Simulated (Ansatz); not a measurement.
Structure optimisation: ruthenium, dhcp

These are results of DFT, revPBE, plane waves (420 eV) with PAW, scalar-relativistic (Ansatz), not measurements. (PAW data from PBE, frozen cores regenerated.)

k-point mesh 13×13×4, Fermi-Dirac smearing 0.1 eV, no spin polarisation. Cell and atoms relax.

Starting structure:

```cif
data_structure
_symmetry_space_group_name_H-M 'P 1'
_symmetry_Int_Tables_number 1
_cell_length_a 2.6763
_cell_length_b 2.6763
_cell_length_c 8.7408
_cell_angle_alpha 90.000
_cell_angle_beta 90.000
_cell_angle_gamma 120.000
_cell_volume 54.22
loop_
_atom_site_label
_atom_site_type_symbol
_atom_site_fract_x
_atom_site_fract_y
_atom_site_fract_z
_atom_site_occupancy
Ru1 Ru 0.00000 0.00000 0.00000 1
Ru2 Ru 0.00000 0.00000 0.50000 1
Ru3 Ru 0.33333 0.66667 0.25000 1
Ru4 Ru 0.66667 0.33333 0.75000 1
```

**Question.** The pressure at the start is 9.8 GPa. By how much does the volume change?

**Answer.** From 13.55 to 13.98 Å³ per atom, 3.1 %. The final cell has a = 2.720 Å, c = 8.731 Å (c/a = 3.210).

**Question.** How much energy does the relaxation gain?

**Answer.** 16.2 meV per atom.

Path of the relaxation (the plane waves are chosen anew near the end, which can shift the energy a little):

```csv
step,E − E(final) (meV/atom),V (Å³/atom),P (GPa),max force (eV/Å)
0,16.17,13.555,9.77,0.000
1,14.00,14.429,-8.49,0.000
2,0.31,14.015,-0.71,0.000
3,0.20,13.980,-0.01,0.000
4,0.00,13.980,-0.03,0.000
```
